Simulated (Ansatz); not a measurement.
Y3Ge4:
```xyz
14
Lattice="2.0077 -5.2920 0.0000 2.0077 5.2920 0.0000 0.0000 0.0000 14.1160" Properties=species:S:1:pos:R:3 pbc="T T T"
Y      2.0077     4.8445    10.5870
Y      2.0077    -4.8445     3.5290
Y      2.0077    -1.8177     1.3706
Y      2.0077     1.8177    12.7454
Y      2.0077     1.8177     8.4286
Y      2.0077    -1.8177     5.6874
Ge     2.0077    -2.8603    10.5870
Ge     2.0077     2.8603     3.5290
Ge     0.0000     0.0000     0.0000
Ge     0.0000     0.0000     7.0580
Ge     2.0077    -1.2409    12.5876
Ge     2.0077     1.2409     1.5284
Ge     2.0077     1.2409     5.5296
Ge     2.0077    -1.2409     8.5865
```

This is the PBEsol-relaxed structure.

Problem. All from DFT-PBEsol in the program Ansatz with PAW potentials, unless another level is named. Estimate the electronic character.

Solution. metallic (no gap).

Problem. Next, the density of states at the Fermi level?

Solution. 0.32 states/eV per atom (mean over ±0.08 eV).

Problem. Give the formation energy from the elements (no fitted shifts).

Solution. -0.88 eV/atom.

Space group Cmcm. The workflow started from a Materials Project entry (that database holds measured and hypothetical structures alike); the Crystallography Open Database copy checked does not list it. Whether it is the stable phase at ambient conditions was not checked. Symmetry was held in the PBEsol relaxation; whether a distortion lowers the energy is not shown. No spin polarisation was allowed. The references are the lowest solids computed at this level, not always the standard phases. Scalar-relativistic: spin–orbit coupling is off unless named, which matters more the heavier the elements.

Potentials: the later of the program's two PAW sets.
